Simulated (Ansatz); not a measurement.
CaTiO3:
```yaml
crystal:
  lattice:
    - [2.70427, 1.56131, 4.37646]
    - [-2.70427, 1.56131, 4.37646]
    - [0.00000, -3.12262, 4.37646]
  atoms:
    - { symbol: Ca, position: [0.25000, 0.25000, 0.25000] }
    - { symbol: Ca, position: [0.75000, 0.75000, 0.75000] }
    - { symbol: Ti, position: [0.00000, 0.00000, 0.00000] }
    - { symbol: Ti, position: [0.50000, 0.50000, 0.50000] }
    - { symbol: O, position: [0.82089, 0.67911, 0.25000] }
    - { symbol: O, position: [0.25000, 0.82089, 0.67911] }
    - { symbol: O, position: [0.67911, 0.25000, 0.82089] }
    - { symbol: O, position: [0.17911, 0.32089, 0.75000] }
    - { symbol: O, position: [0.75000, 0.17911, 0.32089] }
    - { symbol: O, position: [0.32089, 0.75000, 0.17911] }
```

Relaxed with PBEsol. Special points in fractions of this cell's reciprocal vectors: Γ (0.000, 0.000, 0.000); T (0.500, 0.500, 0.500); H2 (0.748, 0.252, 0.500); H0 (0.500, -0.252, 0.252); L (0.500, 0.000, 0.000); S0 (0.376, -0.376, 0.000); S2 (0.624, 0.000, 0.376); F (0.500, 0.000, 0.500).

Question: List the band energies nearest the valence-band maximum at these points for PBEsol in the plane-wave PAW code Ansatz.

Answer: In eV from the valence-band maximum; about four levels below and three above (degenerate sets whole), none deeper than 8.9 eV; points with the same levels are listed once.

```
k                                 below                          above
--  -----------------------------------  -----------------------------
Γ          -0.34 -0.34 -0.27 -0.27 0.00                 2.35 2.35 2.37
T   -0.80 -0.80 -0.80 -0.80 -0.74 -0.74  3.63 3.63 3.81 3.81 3.81 3.81
H2              -1.00 -1.00 -0.48 -0.48            3.31 3.31 3.88 3.88
L               -0.50 -0.50 -0.38 -0.38            3.66 3.66 3.67 3.67
S0              -1.15 -0.92 -0.57 -0.18                 2.92 3.66 3.85
F               -1.33 -0.48 -0.31 -0.07                 2.43 3.66 3.80
```

Space group R-3c. The start of the workflow was typed in or built on a structure type; neither database checked (COD, Materials Project) lists it. COD files the formula under space group No. 11, 62, 65, 140, 221. Whether it is the stable phase at ambient conditions was not checked. Symmetry was held in the PBEsol relaxation. At this level the phase is dynamically unstable (imaginary phonons). The workflow began spin-polarised and lost its moments.

Potentials: the earlier of the program's two PAW sets. The files were generated under PBE; for other functionals the program regenerates the frozen cores, and for LDA and PBEsol the local potential too.
